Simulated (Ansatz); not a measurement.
CdTe:
```cif
data_Cd4Te4
_chemical_formula_sum 'Cd4 Te4'
_space_group_name_H-M_alt 'F-43m'
_space_group_IT_number 216
_space_group_name_Hall 'F -4 2 3'
_cell_length_a 6.55869
_cell_length_b 6.55869
_cell_length_c 6.55869
_cell_angle_alpha 90.000
_cell_angle_beta 90.000
_cell_angle_gamma 90.000
loop_
_atom_site_label
_atom_site_type_symbol
_atom_site_symmetry_multiplicity
_atom_site_Wyckoff_symbol
_atom_site_fract_x
_atom_site_fract_y
_atom_site_fract_z
_atom_site_occupancy
Cd1 Cd 4 a 0.00000 0.00000 0.00000 1
Te1 Te 4 c 0.25000 0.25000 0.25000 1
```
(The calculation used a cell of 2 atoms; values per cell refer to that cell.)

Relaxed with r²SCAN.

Decompose the optical modes at the zone centre into irreducible representations, and say which are infrared and Raman allowed.

Point group -43m: Γ_opt = T2. Infrared: T2. Raman: T2.

Assign frequencies (DFPT, r²SCAN in the plane-wave PAW code Ansatz; without the LO–TO term).

T2 136 cm⁻¹.

The cell was relaxed with r²SCAN under the symmetry of its start; of distortions, only those at the zone centre were tested. Spin–orbit coupling is left out wherever it is not named.

Potentials: the earlier of the program's two PAW sets.
